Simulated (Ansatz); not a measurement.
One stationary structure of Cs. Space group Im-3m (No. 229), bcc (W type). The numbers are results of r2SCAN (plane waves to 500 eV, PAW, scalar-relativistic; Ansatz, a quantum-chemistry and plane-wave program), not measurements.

Space group Im-3m (No. 229); a = 6.275 Å, b = 6.275 Å, c = 6.275 Å, α = 90.00°, β = 90.00°, γ = 90.00°

```tsv
atom	site	symmetry	x	y	z
Cs	2a	m-3m	0.0000	0.0000	0.0000
```
(The calculation used a cell of 1 atom; values per cell refer to that cell.)

```json
{
  "volume_per_atom": "123.52 Å³",
  "band_gap": "zero (metallic)",
  "shortest_distances": "",
  "k-mesh": "11×11×11"
}
```

Band energies at high-symmetry points (eV from the Fermi level; labels of this space group; no spin-orbit coupling), from −5 eV up to 2.4 eV:

```
point        energies
-----  --------------
Γ               -1.73
H           0.69 0.69
N      0.12 0.71 1.84
P      0.98 0.98 0.98
```

No spin polarisation in the result.

The run could not lose the symmetry of its start.
